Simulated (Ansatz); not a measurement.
The relaxed structure here is a generated cell of Mg: the first start was made by placing the elements on the sites of a structure type, and the end was not matched to a known phase here, so it may be hypothetical. Known forms of Mg include space group No. 194.

A relaxed cell of Mg (Pm-3m (No. 221)), relaxed on a k-mesh at least as fine as the one used below. The numbers are results of r2SCAN (plane waves to 500 eV, PAW, scalar-relativistic; Ansatz, a first-principles code), not measurements. Γ-centred k-mesh 11×11×11 on the run's cell (coarser than for final values), Fermi–Dirac smearing 0.05 eV.

```
CELL_PARAMETERS angstrom
      5.99069     0.00000     0.00000
      2.99535     2.99535     0.00000
      0.00000     0.00000     2.99535
ATOMIC_POSITIONS crystal
  Mg 0.00000 0.00000 0.00000
  Mg 0.50000 0.00000 0.00000
```

The atoms are displaced along an unstable phonon of this cell by (Å):

| atom | ux | uy | uz |
|---|---|---|---|
| Mg1 | 0.000 | 0.000 | 0.150 |
| Mg2 | 0.000 | 0.000 | -0.150 |

**Question.** What forces (eV/Å) and pressure result?

**Answer.** 
```json
[
 {"atom": "Mg1", "Fx": "0.00", "Fy": "0.00", "Fz": "0.35"},
 {"atom": "Mg2", "Fx": "0.00", "Fy": "0.00", "Fz": "-0.35"}
]
```

Pressure -0.3 GPa.

The undisplaced cell is probably no minimum: from this displacement the run went on to Fm-3m (No. 225), 0.45 eV/atom below it.

No spin polarisation in the result.
